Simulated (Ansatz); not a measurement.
A crystal relaxed with r2SCAN in the plane-wave code Ansatz has space group Pmm2 (No. 25) and a = 3.216 Å, b = 6.435 Å, c = 4.481 Å.

| atom | site | x | y | z |
| --- | --- | --- | --- | --- |
| N | 1a | 0.0000 | 0.0000 | 0.0197 |
| Xx | 1c | 0.5000 | 0.0000 | 0.8144 |
| As | 2h | 0.5000 | 0.7689 | 0.5009 |
| Xx | 2g | 0.0000 | 0.7965 | 0.2231 |
| As | 1b | 0.0000 | 0.5000 | 0.9939 |
| Xx | 1d | 0.5000 | 0.5000 | 0.7239 |

With r2SCAN the gap is 0.35 eV and direct, at Γ. With PBE the gap is 0.18 eV and direct, at Γ. Meshes: r2SCAN 8×4×6, PBE 8×4×6. r2SCAN's ε∞ is 9.1, 9.0 and 9.0 along x, y and z.

Question: Which element is Xx?
A. Tl
B. B
C. In
D. Al

Answer: B. Xx is B: an ordered 8-atom cell of B4As3N on the zincblende lattice (Pmm2). N is surrounded by 4 B at 1.60–1.85 Å; B is surrounded by 2 N at 1.85 Å and 2 As at 2.05 Å; As is surrounded by 4 B at 2.00–2.05 Å; B is surrounded by 1 N at 1.60 Å and 3 As at 2.04–2.17 Å; As is surrounded by 4 B at 2.01–2.17 Å; B is surrounded by 4 As at 2.00–2.01 Å.

Simulation only: spin-unpolarised, and no claim that this is the phase found in nature.

The runs are scalar-relativistic, without spin-orbit coupling.
